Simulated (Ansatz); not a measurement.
# Trial structures of Sc3Te: starts and ends

Computed with DFT PBE, scalar-relativistic, plane waves, PAW in Ansatz. Settings: cutoff 420 eV, Γ-centred meshes spaced at most about 0.3 Å⁻¹, and about 0.25 Å⁻¹ or finer for metals (2π included), Gaussian smearing. Collinear spin in cells that started with moments and kept them past the coarse steps, no spin elsewhere.

Each guess was relaxed in cell and atoms at zero pressure, within the symmetry of its start. All energies are static (0 K, no zero-point motion). Coordination counts Sc atoms around Te (those within 1.25 times the shortest such distance or 1.15 times the sum of covalent radii; a plus sign parts nearer from farther groups).

```
guess                 made from  start group  V start (Å³/atom)                 end group  V end (Å³/atom)  coordination at the end  gap on mesh (eV)  largest moment (μB)  E over the lowest end (meV/atom)
    1               random cell        Fm-3m               22.7                         ?                ?                        ?                 ?                    ?                                 ?
    2               random cell        P-6m2               24.0                     P-6m2             27.4                     Te 2                 0                    -                               431
    3  a Materials Project cell     P6_3/mmc               22.4  P6_3/mmc (Ni3Sn (D0_19))             22.4                    Te 12                 0                    -                                 0
    4               random cell       P4/mmm               22.7                    P4/mmm             39.0                     Te 2                 0                    -                              1068
```

Guess 1 as it starts:

```cif
data_structure
_symmetry_space_group_name_H-M 'P 1'
_symmetry_Int_Tables_number 1
_cell_length_a 5.0462
_cell_length_b 5.0462
_cell_length_c 5.0462
_cell_angle_alpha 60.000
_cell_angle_beta 60.000
_cell_angle_gamma 60.000
_cell_volume 90.86
loop_
_atom_site_label
_atom_site_type_symbol
_atom_site_fract_x
_atom_site_fract_y
_atom_site_fract_z
_atom_site_occupancy
Sc1 Sc 0.25000 0.25000 0.25000 1
Sc2 Sc 0.75000 0.75000 0.75000 1
Sc3 Sc 0.50000 0.50000 0.50000 1
Te1 Te 0.00000 0.00000 0.00000 1
```

Question: Fill in the missing row: what does this guess relax into, and where does it rank?

Answer: It ends in the BiF3 (D0_3) type, space group Fm-3m (No. 225), with a = 7.143 Å, 22.8 Å³/atom and no gap, with moments up to 0.3 μB. It lies 240 meV/atom over the lowest end, above guess 3 and below guess 2. Counting Sc atoms around Te, this end has Te 8+6 and the lowest (guess 3) has Te 12.

```
Sc Te
1.0
     0.00000    3.57164    3.57164
     3.57164    0.00000    3.57164
     3.57164    3.57164    0.00000
Sc Te
3 1
Direct
  0.25000 0.25000 0.25000
  0.75000 0.75000 0.75000
  0.50000 0.50000 0.50000
  0.00000 0.00000 0.00000
```

The zero of energy is the elements' standard structures at the same level; no fitted shifts are applied.

Question: Is the lowest end bound against the elements?

Answer: Yes: its formation energy is −0.42 eV/atom. A negative formation energy is needed for stability but isn't enough: competing phases decide.

Spin–orbit coupling, which can matter for Te, is left out. A magnetic state wasn't ruled out in cells without spin, among them P-6m2. The reference form of Te is held partly by dispersion forces, which this level lacks. Another magnetic order may lie lower. With atoms moved at random, P6_3/mmc came back. Other cells relaxed within their symmetry can be saddle points; a later kick test found a lower structure for Sc3Te P-6m2.

Some structure types and database cells were kept out of the candidates from the start, so a known form may be missing.
